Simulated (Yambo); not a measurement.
**CdSe: sweep of GW parameters**

G0W0@PBE for CdSe (zinc blende, space group F-43m, No. 216) in Yambo. Reference settings: 4×4×4 Γ-centred k mesh, bands 14 to 259 and a 15 Ry block in the screening, 259 bands in G with the Bruneval-Gonze terminator, plasmon pole fitted at 27.2 eV. The PBE gap Γ → Γ on this mesh is 0.61 eV; G0W0 gaps are taken between the same points.

```tsv
change from the reference	G0W0 gap Γ → Γ (eV)	shift of the valence edge (eV)	rough Yambo cost
reference settings	1.33	-0.69	1
140 bands in W, 140 bands in G	1.31	-0.61	within a factor of two
140 bands in G	1.33	-0.69	–
9 Ry block	1.29	-0.63	within a factor of two
no terminator	1.32	-0.65	–
```

The reference isn't shown to be the converged limit. Costs are rough (shared machines), scaled to the same edge states, and given only for runs that recompute the screening.

Spin-orbit splittings are left out.

Geometry relaxed with PBEsol; primitive cell a = b = c = 4.3013 Å, α = β = γ = 60.00°.

A shift is the quasiparticle energy of the state minus its PBE energy.

The potentials are those of PseudoDojo's stringent table.
